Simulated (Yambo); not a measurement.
Yambo run on Rb$_{2}$ScAgF$_{6}$ (space group Fm-3m, No. 225). The wavefunctions come from this Quantum ESPRESSO step (PBEsol, PseudoDojo standard norm-conserving files, scalar-relativistic):

```
&CONTROL
  calculation = 'nscf'
  pseudo_dir = './pseudo'
  outdir = './out'
/
&SYSTEM
  ibrav = 0
  nat = 10
  ntyp = 4
  ecutwfc = 84.0
  ecutrho = 336.0
  occupations = 'fixed'
  force_symmorphic = .true.
  nbnd = 348
/
&ELECTRONS
  conv_thr = 1e-08
  diago_full_acc = .true.
  diago_thr_init = 1e-08
/
ATOMIC_SPECIES
F 18.9984 F.upf
Sc 44.9559 Sc.upf
Rb 85.4678 Rb.upf
Ag 107.8682 Ag.upf
CELL_PARAMETERS angstrom
  0.000000000000   4.493015000000   4.493015000000
  4.493015000000   0.000000000000   4.493015000000
  4.493015000000   4.493015000000   0.000000000000
ATOMIC_POSITIONS crystal
F   0.773500000000   0.226500000000   0.226500000000
F   0.226500000000   0.773500000000   0.773500000000
F   0.226500000000   0.773500000000   0.226500000000
F   0.773500000000   0.226500000000   0.773500000000
F   0.226500000000   0.226500000000   0.773500000000
F   0.773500000000   0.773500000000   0.226500000000
Sc   0.000000000000   0.000000000000   0.000000000000
Rb   0.750000000000   0.750000000000   0.750000000000
Rb   0.250000000000   0.250000000000   0.250000000000
Ag   0.500000000000   0.500000000000   0.500000000000
K_POINTS automatic
2 2 2 0 0 0
```

Yambo input:

```
rim_cut
gw0
dyson
el_el_corr
HF_and_locXC
ppa
em1d
RandQpts= 1000000
RandGvec= 1 Ry
EXXRLvcs= 84 Ry
VXCRLvcs= 336 Ry
Chimod= "HARTREE"
% BndsRnXp
 6 | 346 |
%
NGsBlkXp= 8 Ry
% LongDrXp
 1.0 | 1.0 | 1.0 |
%
PPAPntXp= 27.2114 eV
% GbndRnge
 1 | 346 |
%
GTermKind= "BG"
DysSolver= "n"
ExtendOut
% QPkrange
 1 | 1 | 45 | 46 |
 2 | 2 | 45 | 46 |
 3 | 3 | 45 | 46 |
%
```

k points by index: 1 = Γ, 2 = L, 3 = X.

The o-*.qp file then holds:

```
#    K-point    Band    Eo [eV]    E [eV]    E-Eo [eV]    Vxc [eV]    Vnlxc [eV]    Sc|Eo [eV]    Sc|E [eV]    dSc/dw|Eo [eV]    Re(Z)    Im(Z)
#
    1    45    -0.242688    -2.408045    -2.165357    -24.67780    -31.44836    4.148520    4.605203    -5.738681    0.825836    -0.001023
    1    46    3.144646    4.315047    1.170401    -10.62856    -6.057382    -3.228723    -3.400774    -3.999873    0.871844    -0.779212E-3
    2    45    0.000000    -2.141712    -2.141712    -25.04919    -31.94477    4.297737    4.753859    -5.794899    0.824429    -0.001028
    2    46    4.340392    5.770100    1.429708    -13.07586    -8.219760    -3.188116    -3.426396    -4.534898    0.857151    -0.879885E-3
    3    45    -0.222884    -2.440863    -2.217979    -24.64520    -31.55284    4.222258    4.689662    -5.734066    0.825951    -0.001023
    3    46    3.985020    5.635789    1.650769    -13.27095    -7.682800    -3.662774    -3.937386    -4.526481    0.857378    -0.871207E-3
```
(The two width columns are left out.) Convergence of these settings isn't established.

Spin-orbit coupling is not included.

Geometry of the Materials Project entry, not relaxed at this level.

The structure is a Materials Project entry; no match was found in the copy of COD used, and its stability was not checked.
